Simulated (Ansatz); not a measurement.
Crystals of one structure type (rock salt) and one family of elements, relaxed and computed with PBEsol (plane waves, PAW; program Ansatz).

```
crystal  V (Å³/atom)  B₀ by P(V) fit (GPa)
-------  -----------  --------------------
BP              9.86                   174
GaP            16.46                  99.8
AlAs           18.05                     ?
GaAs           18.65                  81.5
InAs           22.57                  71.7
GaSb           23.10                  64.6
GaBi           25.49                  56.3
```

Problem. Fit a straight line to ln B₀ against ln V and predict the withheld value.

Solution. Least squares on the 6 shown rows: ln B₀ = -1.16 × ln V + (7.824), with a scatter of 4 %. For AlAs this gives 87.2. The run itself gave 89.8, within the scatter.

Constructed cells (a structure type filled with these elements, in neither database checked): GaBi, rock salt. Typed or built starts, not in the databases checked: BP, rock salt; GaP, rock salt; GaAs, rock salt; GaSb, rock salt. Not the usual ambient phase: BP, rock salt; GaP, rock salt; AlAs, rock salt; GaAs, rock salt; InAs, rock salt; GaSb, rock salt. All cells were relaxed under the symmetry of their starts (and spin orders); stability against distortions was not tested throughout. Spin–orbit coupling is left out wherever it is not named.

Potentials: the later of the program's two PAW sets.
